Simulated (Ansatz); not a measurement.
Relaxed-ion elastic tensor of KF (rock salt, Fm-3m) in GPa (Voigt order), DFT-r²SCAN in the program Ansatz with PAW potentials; density 2.57 g/cm³, 18.79 Å³ per atom.

```
77.4  14.4  14.4   0.0   0.0   0.0
14.4  77.4  14.4   0.0   0.0   0.0
14.4  14.4  77.4   0.0   0.0   0.0
 0.0   0.0   0.0  12.3   0.0   0.0
 0.0   0.0   0.0   0.0  12.3   0.0
 0.0   0.0   0.0   0.0   0.0  12.3
```

Problem. Is the crystal mechanically stable?

Solution. Yes: the smallest eigenvalue of C is 12.3 GPa.

Problem. Work out the Voigt, Reuss and Hill averages.

Solution. K_V = 35.4, K_R = 35.4, K_H = 35.4; G_V = 20.0, G_R = 16.3, G_H = 18.1 GPa.

Problem. Give Young's modulus, Poisson's ratio, Pugh's ratio and the universal anisotropy index.

Solution. E = 9KG/(3K + G) = 46.5 GPa; ν = 0.28; K/G = 1.95 (ductile by the Pugh limit of 1.75); A_U = 5G_V/G_R + K_V/K_R − 6 = 1.14.

Problem. Estimate the sound speeds and the Debye temperature.

Solution. v_l = √((K + 4G/3)/ρ) = 4820 m/s, v_t = √(G/ρ) = 2660 m/s, mean 2960 m/s; Θ = (h/k)(3n/4πV)^(1/3) v_m = 332 K.

Problem. Give the Zener ratio and Young's modulus along [100], [110] and [111].

Solution. A = 2C44/(C11 − C12) = 0.39; 1/E = S11 − 2(S11 − S12 − S44/2)Γ with Γ = 0, 1/4, 1/3 gives 72.9, 38.4, 33.1 GPa.

Symmetry was held in the r²SCAN relaxation; phonons on a q-mesh show no instability.

Potentials: the later of the program's two PAW sets.
